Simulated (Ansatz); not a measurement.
BP:
```xyz
2
Lattice="0.0000 2.1593 2.1593 2.1593 0.0000 2.1593 2.1593 2.1593 0.0000" Properties=species:S:1:pos:R:3 pbc="T T T"
P      0.0000     0.0000     0.0000
B      2.1593     2.1593     2.1593
```

Relaxed with PBE. Special points in fractions of this cell's reciprocal vectors: Γ (0.000, 0.000, 0.000); X (0.500, 0.000, 0.500); U (0.625, 0.250, 0.625); K (0.375, 0.375, 0.750); L (0.500, 0.500, 0.500); W (0.500, 0.250, 0.750).

List the band energies nearest the Fermi level at these points for PBE (plane waves, PAW; program Ansatz).

In eV from the Fermi level; about four levels below and three above (degenerate sets whole), none deeper than 8.9 eV; points with the same levels are listed once.

```csv
k,below,above
Γ,–,0.03 0.03 0.03
X,-4.22 -4.22 -2.78,2.63 12.06 12.06
U,-8.17 -8.13 -3.31 -0.34,6.99 7.72 11.04
L,–,0.68 0.68 1.19 1.19
W,-7.41 -7.31 -7.31,3.59 4.68 9.32 9.32
```

Space group Fm-3m (rock salt). The start of the workflow was typed in or built on a structure type; neither database checked (COD, Materials Project) lists it. It is not the phase usual at ambient conditions (space group No. 216). Symmetry was held in the PBE relaxation; its stability against distortions is not shown here. Its formation energy is positive at this level, so the cell may be metastable or incomplete.

Potentials: the earlier of the program's two PAW sets.
